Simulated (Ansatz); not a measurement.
NiIrN2:
```cif
data_IrN2Ni
_chemical_formula_sum 'Ir1 Ni1 N2'
_space_group_name_H-M_alt 'P 1'
_space_group_IT_number 1
_cell_length_a 6.02879
_cell_length_b 6.02879
_cell_length_c 6.02879
_cell_angle_alpha 29.180
_cell_angle_beta 29.180
_cell_angle_gamma 29.180
loop_
_space_group_symop_operation_xyz
  'x, y, z'
loop_
_atom_site_label
_atom_site_type_symbol
_atom_site_fract_x
_atom_site_fract_y
_atom_site_fract_z
_atom_site_occupancy
Ir1 Ir 0.50000 0.50000 0.50000 1
Ni1 Ni 0.00000 0.00000 0.00000 1
N1 N 0.89579 0.89579 0.89579 1
N2 N 0.10421 0.10421 0.10421 1
```

Relaxed with PBE.

**Question.** Which orbitals make up the states near the Fermi level in the program Ansatz at the PBE level (PAW)?

**Answer.** Within 0.5 eV of the Fermi level: Ni 3d 36 %, Ir 5d 31 %, N 2p 26 %. Projections are on Löwdin-orthogonalised atomic valence shells; empty p or d shells of many metals are not among them.

**Question.** Tabulate the density of states.

**Answer.** States/eV per cell of 4 atoms, in 0.25 eV bins, energy from the Fermi level.

| E (eV) | total | N 2p | Ni 3d | Ir 5d |
|---|---|---|---|---|
| -7.85 | 1.18 | 0.59 | 0.06 | 0.39 |
| -7.60 | 1.90 | 0.95 | 0.11 | 0.63 |
| -7.35 | 2.30 | 1.17 | 0.12 | 0.79 |
| -7.10 | 1.50 | 0.79 | 0.08 | 0.51 |
| -6.85 | 2.32 | 1.18 | 0.08 | 0.93 |
| -6.60 | 3.04 | 1.59 | 0.17 | 1.12 |
| -6.35 | 4.13 | 2.12 | 0.27 | 1.54 |
| -6.10 | 4.61 | 2.34 | 0.39 | 1.70 |
| -5.85 | 2.55 | 1.32 | 0.21 | 0.91 |
| -5.60 | 1.13 | 0.65 | 0.06 | 0.31 |
| -5.35 | 2.18 | 1.27 | 0.11 | 0.61 |
| -5.10 | 2.13 | 1.28 | 0.11 | 0.58 |
| -4.85 | 1.45 | 0.90 | 0.07 | 0.37 |
| -4.60 | 1.92 | 1.10 | 0.10 | 0.55 |
| -4.35 | 1.38 | 0.76 | 0.17 | 0.36 |
| -4.10 | 1.76 | 0.94 | 0.29 | 0.43 |
| -3.85 | 2.41 | 1.29 | 0.50 | 0.51 |
| -3.60 | 3.99 | 2.23 | 0.94 | 0.64 |
| -3.35 | 2.82 | 1.43 | 0.72 | 0.51 |
| -3.10 | 1.79 | 0.85 | 0.47 | 0.35 |
| -2.85 | 1.33 | 0.37 | 0.43 | 0.39 |
| -2.60 | 0.99 | 0.33 | 0.25 | 0.29 |
| -2.35 | 1.79 | 0.62 | 0.52 | 0.46 |
| -2.10 | 2.23 | 0.43 | 0.78 | 0.81 |
| -1.85 | 3.48 | 0.46 | 1.54 | 1.21 |
| -1.60 | 5.95 | 0.52 | 3.59 | 1.50 |
| -1.35 | 7.36 | 0.37 | 5.40 | 1.40 |
| -1.10 | 5.57 | 0.37 | 3.99 | 1.03 |
| -0.85 | 8.61 | 1.05 | 5.29 | 1.87 |
| -0.60 | 7.46 | 0.90 | 4.49 | 1.76 |
| -0.35 | 5.02 | 0.78 | 2.56 | 1.43 |
| -0.10 | 3.68 | 1.07 | 0.85 | 1.48 |
| 0.15 | 3.34 | 1.05 | 0.95 | 1.06 |
| 0.40 | 3.86 | 1.39 | 1.11 | 1.06 |
| 0.65 | 3.33 | 1.25 | 0.95 | 0.86 |
| 0.90 | 1.05 | 0.34 | 0.35 | 0.24 |
| 1.15 | 0.00 | 0.00 | 0.00 | 0.00 |
| 1.40 | 0.00 | 0.00 | 0.00 | 0.00 |
| 1.65 | 0.00 | 0.00 | 0.00 | 0.00 |
| 1.90 | 0.00 | 0.00 | 0.00 | 0.00 |
| 2.15 | 0.00 | 0.00 | 0.00 | 0.00 |
| 2.40 | 0.10 | 0.01 | 0.01 | 0.04 |
| 2.65 | 0.44 | 0.07 | 0.04 | 0.16 |
| 2.90 | 0.99 | 0.20 | 0.08 | 0.33 |
| 3.15 | 1.56 | 0.38 | 0.11 | 0.49 |
| 3.40 | 1.91 | 0.47 | 0.10 | 0.55 |
| 3.65 | 2.02 | 0.59 | 0.09 | 0.61 |
| 3.90 | 1.85 | 0.71 | 0.06 | 0.68 |
| 4.15 | 3.21 | 1.38 | 0.07 | 1.30 |
| 4.40 | 2.88 | 1.33 | 0.08 | 1.16 |
| 4.65 | 1.89 | 0.80 | 0.07 | 0.65 |
| 4.90 | 1.31 | 0.38 | 0.06 | 0.31 |

Space group R-3m. The start of the workflow was typed in or built on a structure type; neither database checked (COD, Materials Project) lists it. Whether it is the stable phase at ambient conditions was not checked. The PBE relaxation kept the symmetry of its start; its stability against distortions is not shown here. The workflow began spin-polarised and lost its moments. Its formation energy is positive at this level, so the cell may be metastable or incomplete. Scalar-relativistic: spin–orbit coupling is off unless named, which matters more the heavier the elements.

Potentials: the earlier of the program's two PAW sets.
